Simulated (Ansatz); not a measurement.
## Sr2NbBiO6: do the settings matter for the field gradients?

Cell: a computed structure from the Materials Project (it need not be an observed phase), atoms as given.

Space group Pn-3:1 (No. 201); a = 8.5173 Å.

| site | Wyckoff | site symmetry | x | y | z |
| --- | --- | --- | --- | --- | --- |
| Sr1 | 2a | 23. | 0.5000 | 0.5000 | 0.5000 |
| Sr3 | 6d | 222.. | 0.0000 | 0.0000 | 0.5000 |
| Nb | 4b | .-3. | 0.2500 | 0.2500 | 0.2500 |
| Bi | 4c | .-3. | 0.7500 | 0.7500 | 0.7500 |
| O | 24h | 1 | 0.2130 | 0.2969 | 0.4805 |

One atom of each set is listed.

Reference run. Method: Kohn–Sham DFT in Ansatz, PBE, plane waves and PAW, scalar-relativistic, 420 eV cutoff, Γ-centred 3×3×3 k-points, Fermi–Dirac smearing 0.02 eV.

Q: The input is changed as follows: `hamiltonian.xc`: pbe → r2scan; `hamiltonian.dispersion`: not typed → d3bjatm. What happens to V_zz (10²¹ V/m²) and η?

A: 

| site | V_zz reference | η reference | V_zz changed | η changed |
| --- | --- | --- | --- | --- |
| Sr3 | 14.02 | 0.06 | 14.61 | 0.05 |
| Nb | -0.70 | 0.00 | -0.69 | 0.00 |
| Bi | -1.31 | 0.00 | -1.25 | 0.00 |
| O | 2.63 | 0.68 | 2.68 | 0.71 |

The largest change of V_zz is on Sr3, from 14.02 to 14.61. In per cent, |V_zz| changes by +4 on Sr, -1 on Nb, -5 on Bi, +2 on O (all sites that start above 0.5). Sites without a gradient aren't listed. The dispersion term itself leaves the density as it is. The cutoff that the program takes moves with it, from 420 to 500 eV. Its pressure is -6 GPa, against -2 GPa in the reference run. SCF iterations: 6 and 8.

On the reference run: The largest force is 0.4 eV/Å, so the atoms aren't at the calculated equilibrium and relaxing them would move these values. Spin–orbit coupling is left out, which shifts gradients on Bi by a few per cent, and by more where contributions nearly cancel.
